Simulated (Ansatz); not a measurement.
Ansatz (a quantum-chemistry and plane-wave program) input:

Ansatz 0.2 input:
```yaml
crystal:
  lattice:
    - [2.8322684398, 0.0, 0.0]
    - [0.0, 2.8322684398, 0.0]
    - [0.0, 0.0, 2.8322684398]
  atoms:
    - { symbol: Al, position: [0.5, 0.5, 0.5] }
    - { symbol: Ni, position: [0.0, 0.0, 0.0] }
kpoints:
  mp_grid: { grid: [14, 14, 14] }
hamiltonian:
  xc: lda
  pseudopotentials: { azcp: { folder: ./paw }, kind: paw }
scf:
  occupations: { method: fermi_dirac, width: 0.1 }
phonons:
  method: dfpt
  response_accuracy: low
  eigenvectors: true
  rigid_motions: translations
```

Output (shortened):

```
Pseudopotential: Al, paw, valence charge 3
Pseudopotential: Ni, paw, valence charge 18
Functional definition: SPW92
Crystal: 2 atoms, lattice volume = 22.720 Å³
Basis set: ecut = 420 eV, 461 PW (Γ), exchange–correlation on 40×40×40 points (8 copies of the dense FFT grid, shifted against one another)
Bands: 15, of which v1, the nominal top of the filled ones, is band 11 counted from 1 (10 counted from 0)
Symmetry: 48 space group operations
k-points: 288 of 2744 (irreducible under 8 space group operations, time reversal used)
SCF iter   1: F=—  HF=-6288.067517 eV  |F-HF|=—  |Δ(HF+E_count)|=         —  Δρ=7.25e-2  dr2=1.29e0  ethr=3.10e-3  ⟨swp⟩=4.1  Hψ=19194  notcnv=0
preconditioner: auto → none
SCF iter   2: F=—  HF=-6287.895202 eV  |F-HF|=—  |Δ(HF+E_count)|=   1.72e-1  Δρ=5.70e-2  dr2=8.19e-1  ethr=3.10e-3  ⟨swp⟩=2.0  Hψ=7803  notcnv=0  defer=19
SCF iter   3: F=—  HF=-6287.698740 eV  |F-HF|=—  |Δ(HF+E_count)|=   1.96e-1  Δρ=1.65e-2  dr2=6.29e-2  ethr=3.10e-3  ⟨swp⟩=2.0  Hψ=5557  notcnv=0  defer=19
SCF iter   4: F=—  HF=-6287.686713 eV  |F-HF|=—  |Δ(HF+E_count)|=   1.20e-2  Δρ=4.41e-3  dr2=2.44e-3  ethr=3.00e-4  ⟨swp⟩=2.0  Hψ=7749  notcnv=0  defer=18
SCF iter   5: F=—  HF=-6287.686723 eV  |F-HF|=—  |Δ(HF+E_count)|=   9.79e-6  Δρ=1.70e-3  dr2=3.08e-4  ethr=1.16e-5  ⟨swp⟩=2.2  Hψ=6010  notcnv=0  defer=18
SCF iter   6: F=—  HF=-6287.686635 eV  |F-HF|=—  |Δ(HF+E_count)|=   8.79e-5  Δρ=4.52e-4  dr2=2.28e-5  ethr=1.47e-6  ⟨swp⟩=2.3  Hψ=6315  notcnv=0  defer=18
SCF iter   7: F=—  HF=-6287.686629 eV  |F-HF|=—  |Δ(HF+E_count)|=   6.12e-6  Δρ=5.93e-5  dr2=4.07e-7  ethr=1.08e-7  ⟨swp⟩=2.2  Hψ=6062  notcnv=0  defer=18
SCF iter   8: F=—  HF=-6287.686643 eV  |F-HF|=—  |Δ(HF+E_count)|=   1.40e-5  Δρ=4.29e-6  dr2=2.39e-9  ethr=1.94e-9  ⟨swp⟩=2.2  Hψ=6110  notcnv=0  defer=18
SCF iter   9: F=-6287.686643 eV  HF=-6287.686643 eV  |F-HF|=5.46e-12  |Δ(HF+E_count)|=  3.77e-10  Δρ=1.93e-7  dr2=5.02e-12  ethr=1.00e-12  ⟨swp⟩=4.5  Hψ=21332  notcnv=0
SCF 1 converged in 9 iterations: F = -6287.686643 eV  dr2 = 5.02e-12
DFPT response loops at Γ: preconditioner auto → Kerker (q_TF=auto, 2.693 Å⁻¹) (partly filled bands, converged f_vac=0.000) …
SCF converged after 9 iterations
Free energy (F): -6287.686643 eV
Harris-Foulkes:  -6287.686643 eV  (|F-HF|=5.46e-12)
Internal energy: -6287.659310 eV  (E = F + TS)
E sigma→0 (E₀):  -6287.672976 eV
Entropy (-TS):   -0.027333 eV (-13.666 meV/atom)
Fermi energy:    14.419703 eV
--- Per-component energies (eV) ---
  E_band       = -326.416405
  E_kinetic    = 370.904510
  E_local      = -3680.248507  (includes V_loc(G=0)·N_el)
  E_nonlocal   = -101.806783
  E_hartree    = 1934.970077
  E_xc         = -152.421752
  E_vxc        = -178.678691  (∫ρ·V_xc dr)
  E_paw        = -2037.583230  (= ΣΔE_a)
  E_vpaw       = -606.527831  (= ΣTr[D̂ρ^β])
  E_aug_tail   = 0.000936  (compensation charges beyond the density's cutoff)
  E_ewald      = -2621.964398
  E_core_change = 0.489838  (= ΣΔE_core)
  E_smearing   = -0.027333  (= −TS)
  E_closure    = 0.000000  (closes the sum)
  Σ components = -6287.686643   (vs F -6287.686643, Δ=0.00e0)
  [band-id]    e_kinetic+e_local+e_nonlocal+2·e_hartree+e_vxc+e_vpaw+e_augmentation_tail = -326.416213   (vs E_band -326.416405, Δ=1.93e-4)
--- Band table (eV; the first three rows and the last of 288) ---
  k-point 0: bands = ["-88.1938", "-49.0253", "-49.0253", "-49.0253", "2.9351", "10.9145", "10.9145", "12.7562", "12.7562", "12.7562", "20.0909", "20.0909", "20.0909", "22.7666", "22.7666"]
  k-point 1: bands = ["-88.1937", "-49.0267", "-49.0252", "-49.0252", "3.0325", "10.9095", "10.9382", "12.7122", "12.7122", "12.7611", "19.0981", "20.2191", "20.2191", "22.7676", "23.6666"]
  k-point 2: bands = ["-88.1934", "-49.0308", "-49.0249", "-49.0249", "3.3232", "10.8705", "11.0055", "12.5932", "12.5932", "12.7747", "17.4692", "20.5910", "20.5910", "22.7705", "24.9772"]
  k-point 287: bands = ["-88.1879", "-49.0492", "-49.0492", "-49.0492", "10.0536", "10.0536", "10.0536", "13.3600", "13.3600", "16.3675", "16.3675", "16.3675", "18.4731", "19.1516", "19.1516"]
--- Phonons (Γ-DFPT): 2 representative perturbations + reference, on 288 of 2744 k-points (Σ response iterations 6) ---
  ASR residual: 1.598e-4 → 0.000e0 eV/Å²; symmetrization residual: 1.563e-5 eV/Å²
  ASR residual per site (eV/Å²): 1.65e-6 1.60e-4
  Γ frequencies (cm⁻¹): 0.00 0.00 0.00 307.37 307.37 307.37
  non-analytic LO–TO correction: not included (Born effective charges unavailable; polar crystals: no LO–TO splitting at Γ)
```

Cost: around 30 core-seconds (rough) on shared cores.

Space group Pm-3m (CsCl type). Symmetry was held in the LDA relaxation. The run is not spin-polarised. As this level gives no gap, phonon frequencies hold no LO–TO term and depend on the k-mesh and smearing (Fermi–Dirac, 0.1 eV here).

Potentials: the earlier of the program's two PAW sets. The files were generated under PBE; for other functionals the program regenerates the frozen cores, and for LDA and PBEsol the local potential too.

Ansatz is a plane-wave DFT program.
